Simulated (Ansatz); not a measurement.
La5Ge3:
```cif
data_Ge6La10
_chemical_formula_sum 'La10 Ge6'
_space_group_name_H-M_alt 'P 1'
_space_group_IT_number 1
_cell_length_a 9.03626
_cell_length_b 9.03626
_cell_length_c 6.92634
_cell_angle_alpha 90.000
_cell_angle_beta 90.000
_cell_angle_gamma 120.000
loop_
_space_group_symop_operation_xyz
  'x, y, z'
loop_
_atom_site_label
_atom_site_type_symbol
_atom_site_fract_x
_atom_site_fract_y
_atom_site_fract_z
_atom_site_occupancy
La1 La 0.66667 0.33333 0.00000 1
La2 La 0.33333 0.66667 0.00000 1
La3 La 0.33333 0.66667 0.50000 1
La4 La 0.66667 0.33333 0.50000 1
La5 La 0.75182 0.75182 0.75000 1
La6 La 0.24818 0.24818 0.25000 1
La7 La 0.00000 0.75182 0.25000 1
La8 La 0.00000 0.24818 0.75000 1
La9 La 0.24818 0.00000 0.75000 1
La10 La 0.75182 0.00000 0.25000 1
Ge1 Ge 0.39179 0.39179 0.75000 1
Ge2 Ge 0.60821 0.60821 0.25000 1
Ge3 Ge 0.00000 0.39179 0.25000 1
Ge4 Ge 0.00000 0.60821 0.75000 1
Ge5 Ge 0.60821 0.00000 0.75000 1
Ge6 Ge 0.39179 0.00000 0.25000 1
```

This is the PBE-relaxed structure.

Problem. All from the program Ansatz at the PBE level (PAW), unless another level is named. Give the electronic character.

Solution. metallic (no gap).

Problem. Predict the formation energy from the elements (no fitted shifts).

Solution. -0.70 eV/atom.

Problem. And the density of states at the Fermi level?

Solution. 1.4 states/eV per atom (mean over ±0.08 eV).

Space group P6_3/mcm. The workflow started from a Materials Project entry (that database holds measured and hypothetical structures alike); the Crystallography Open Database copy checked does not list it. Its standing as an ambient phase is unchecked. The cell was relaxed with PBE under the symmetry of its start; whether a distortion lowers the energy is not shown. The references are the lowest solids computed at this level, not always the standard phases. Spin–orbit coupling is left out wherever it is not named.

Potentials: the later of the program's two PAW sets.
